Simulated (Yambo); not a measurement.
Yambo run on LuCuS2 (space group P3m1, No. 156). The wavefunctions are PBEsol (Quantum ESPRESSO, PseudoDojo norm-conserving, 100 Ry, scalar-relativistic) ones on a 6×6×2 mesh (28 occupied bands); a = b = 3.797 Å, c = 5.983 Å, α = β = 90.00°, γ = 120.00°.

Yambo input:

```
rim_cut
gw0
dyson
el_el_corr
HF_and_locXC
ppa
em1d
RandQpts= 1000000
RandGvec= 1 Ry
EXXRLvcs= 100 Ry
VXCRLvcs= 400 Ry
Chimod= "HARTREE"
% BndsRnXp
 6 | 124 |
%
NGsBlkXp= 6 Ry
% LongDrXp
 1.0 | 1.0 | 1.0 |
%
PPAPntXp= 27.2114 eV
% GbndRnge
 1 | 124 |
%
GTermKind= "BG"
DysSolver= "n"
ExtendOut
% QPkrange
 1 | 1 | 28 | 29 |
 8 | 8 | 29 | 29 |
%
```

k points by index: 1 = Γ, 8 = L.

Table of the .qp output:

```
#    K-point    Band    Eo [eV]    E [eV]    E-Eo [eV]    Vxc [eV]    Vnlxc [eV]    Sc|Eo [eV]    Sc|E [eV]    dSc/dw|Eo [eV]    Re(Z)    Im(Z)
#
    1    28    0.000000    -0.365300    -0.365300    -22.69429    -26.96168    3.789971    3.902087    -8.348942    0.765215    -0.001411
    1    29    1.773472    2.178201    0.404729    -12.55611    -8.024627    -4.029580    -4.126756    -6.531818    0.806424    -0.001216
    8    29    1.170690    1.420766    0.250075    -14.80216    -11.60037    -2.889192    -2.951716    -6.801288    0.800035    -0.001259
```
(The two width columns are left out.) Convergence of these settings isn't established.

Geometry relaxed with PBEsol.

The structure is a Materials Project entry; no match was found in the copy of COD used, and its stability was not checked.
